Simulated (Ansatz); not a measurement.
**SbPt: computed DOS**

```cif
data_structure
_symmetry_space_group_name_H-M 'P 1'
_symmetry_Int_Tables_number 1
_cell_length_a 4.1774
_cell_length_b 4.1774
_cell_length_c 5.5392
_cell_angle_alpha 90.000
_cell_angle_beta 90.000
_cell_angle_gamma 120.000
_cell_volume 83.71
loop_
_atom_site_label
_atom_site_type_symbol
_atom_site_fract_x
_atom_site_fract_y
_atom_site_fract_z
_atom_site_occupancy
Sb1 Sb 0.66667 0.33333 0.75000 1
Sb2 Sb 0.33333 0.66667 0.25000 1
Pt1 Pt 0.00000 0.00000 0.50000 1
Pt2 Pt 0.00000 0.00000 0.00000 1
```

The runs use the primitive cell with vectors (4.177, 0.000, 0.000), (-2.089, 3.618, 0.000), (0.000, 0.000, 5.539) Å, to which the k mesh refers.

The cell is the one relaxed in the Materials Project (mp-2845), not relaxed further here; entries there can be hypothetical.

No spin–orbit coupling, which matters for the heavy atoms here.

Computed with DFT, LDA, all-electron LAPW, scalar-relativistic (Ansatz 0.2.0).

Settings: a Γ-centred 9×9×6 k mesh, Fermi–Dirac smearing of 0.05 eV, basis error target 1 meV/atom, no spin polarisation.

States per eV and cell, averaged over 0.4 eV, from -9.8 to 6.0 eV, with energies (bin centres) from the Fermi level; empty bins are left out. The partial columns, the largest 4 alone, are projections on Löwdin-orthogonalised atomic shells (those that the program's projection atoms carry: the occupied ones and, for some elements, an empty d or f shell; other empty shells have no column), summed over atoms of an element. Weights on diffuse s and p shells depend on that basis and aren't pure angular character.

```json
{"E (eV)": "-9.7", "total": "0.98", "Pt 5d": "0.17", "Sb 5p": "0.03", "Pt 6s": "0.03", "Sb 5s": "0.75"}
{"E (eV)": "-9.3", "total": "0.21", "Pt 5d": "0.02", "Sb 5p": "0.00", "Pt 6s": "0.01", "Sb 5s": "0.18"}
{"E (eV)": "-8.9", "total": "0.01", "Pt 5d": "0.00", "Sb 5p": "0.00", "Pt 6s": "0.00", "Sb 5s": "0.01"}
{"E (eV)": "-7.3", "total": "0.54", "Pt 5d": "0.15", "Sb 5p": "0.19", "Pt 6s": "0.15", "Sb 5s": "0.03"}
{"E (eV)": "-6.9", "total": "0.96", "Pt 5d": "0.28", "Sb 5p": "0.37", "Pt 6s": "0.23", "Sb 5s": "0.06"}
{"E (eV)": "-6.5", "total": "1.31", "Pt 5d": "0.38", "Sb 5p": "0.58", "Pt 6s": "0.26", "Sb 5s": "0.08"}
{"E (eV)": "-6.1", "total": "2.62", "Pt 5d": "0.88", "Sb 5p": "1.25", "Pt 6s": "0.36", "Sb 5s": "0.10"}
{"E (eV)": "-5.7", "total": "4.84", "Pt 5d": "2.80", "Sb 5p": "1.69", "Pt 6s": "0.24", "Sb 5s": "0.08"}
{"E (eV)": "-5.3", "total": "3.81", "Pt 5d": "2.48", "Sb 5p": "1.13", "Pt 6s": "0.14", "Sb 5s": "0.04"}
{"E (eV)": "-4.9", "total": "5.42", "Pt 5d": "3.76", "Sb 5p": "1.37", "Pt 6s": "0.20", "Sb 5s": "0.04"}
{"E (eV)": "-4.5", "total": "3.46", "Pt 5d": "2.47", "Sb 5p": "0.82", "Pt 6s": "0.07", "Sb 5s": "0.07"}
{"E (eV)": "-4.1", "total": "5.39", "Pt 5d": "3.90", "Sb 5p": "1.22", "Pt 6s": "0.13", "Sb 5s": "0.08"}
{"E (eV)": "-3.7", "total": "5.50", "Pt 5d": "4.26", "Sb 5p": "0.96", "Pt 6s": "0.12", "Sb 5s": "0.08"}
{"E (eV)": "-3.3", "total": "7.92", "Pt 5d": "6.72", "Sb 5p": "0.82", "Pt 6s": "0.19", "Sb 5s": "0.08"}
{"E (eV)": "-2.9", "total": "5.11", "Pt 5d": "4.40", "Sb 5p": "0.44", "Pt 6s": "0.14", "Sb 5s": "0.06"}
{"E (eV)": "-2.5", "total": "3.91", "Pt 5d": "3.14", "Sb 5p": "0.52", "Pt 6s": "0.09", "Sb 5s": "0.09"}
{"E (eV)": "-2.1", "total": "4.60", "Pt 5d": "3.82", "Sb 5p": "0.46", "Pt 6s": "0.08", "Sb 5s": "0.16"}
{"E (eV)": "-1.7", "total": "1.93", "Pt 5d": "1.22", "Sb 5p": "0.48", "Pt 6s": "0.07", "Sb 5s": "0.11"}
{"E (eV)": "-1.3", "total": "2.23", "Pt 5d": "1.16", "Sb 5p": "0.80", "Pt 6s": "0.08", "Sb 5s": "0.13"}
{"E (eV)": "-0.9", "total": "2.24", "Pt 5d": "0.99", "Sb 5p": "0.84", "Pt 6s": "0.12", "Sb 5s": "0.23"}
{"E (eV)": "-0.5", "total": "1.71", "Pt 5d": "0.69", "Sb 5p": "0.75", "Pt 6s": "0.06", "Sb 5s": "0.14"}
{"E (eV)": "-0.1", "total": "1.83", "Pt 5d": "0.76", "Sb 5p": "0.79", "Pt 6s": "0.05", "Sb 5s": "0.17"}
{"E (eV)": "0.3", "total": "2.40", "Pt 5d": "0.87", "Sb 5p": "1.13", "Pt 6s": "0.07", "Sb 5s": "0.23"}
{"E (eV)": "0.7", "total": "1.33", "Pt 5d": "0.38", "Sb 5p": "0.74", "Pt 6s": "0.04", "Sb 5s": "0.10"}
{"E (eV)": "1.1", "total": "1.34", "Pt 5d": "0.33", "Sb 5p": "0.75", "Pt 6s": "0.07", "Sb 5s": "0.10"}
{"E (eV)": "1.5", "total": "2.03", "Pt 5d": "0.45", "Sb 5p": "1.17", "Pt 6s": "0.13", "Sb 5s": "0.13"}
{"E (eV)": "1.9", "total": "2.10", "Pt 5d": "0.46", "Sb 5p": "1.19", "Pt 6s": "0.19", "Sb 5s": "0.09"}
{"E (eV)": "2.3", "total": "1.81", "Pt 5d": "0.33", "Sb 5p": "1.07", "Pt 6s": "0.18", "Sb 5s": "0.06"}
{"E (eV)": "2.7", "total": "1.70", "Pt 5d": "0.28", "Sb 5p": "1.02", "Pt 6s": "0.17", "Sb 5s": "0.04"}
{"E (eV)": "3.1", "total": "1.66", "Pt 5d": "0.28", "Sb 5p": "1.03", "Pt 6s": "0.18", "Sb 5s": "0.02"}
{"E (eV)": "3.5", "total": "1.17", "Pt 5d": "0.16", "Sb 5p": "0.56", "Pt 6s": "0.26", "Sb 5s": "0.02"}
{"E (eV)": "3.9", "total": "1.80", "Pt 5d": "0.16", "Sb 5p": "0.66", "Pt 6s": "0.54", "Sb 5s": "0.03"}
{"E (eV)": "4.3", "total": "2.73", "Pt 5d": "0.17", "Sb 5p": "0.96", "Pt 6s": "0.80", "Sb 5s": "0.06"}
{"E (eV)": "4.7", "total": "3.25", "Pt 5d": "0.18", "Sb 5p": "1.14", "Pt 6s": "0.96", "Sb 5s": "0.07"}
{"E (eV)": "5.1", "total": "1.06", "Pt 5d": "0.04", "Sb 5p": "0.36", "Pt 6s": "0.37", "Sb 5s": "0.02"}
{"E (eV)": "5.5", "total": "1.23", "Pt 5d": "0.03", "Sb 5p": "0.25", "Pt 6s": "0.30", "Sb 5s": "0.02"}
{"E (eV)": "5.9", "total": "1.20", "Pt 5d": "0.03", "Sb 5p": "0.13", "Pt 6s": "0.11", "Sb 5s": "0.01"}
```

(1) Where is the centre of the filled Pt 5d states between -14 eV and the top of the filled states?

Results:

(1) -3.70 eV from the Fermi level.
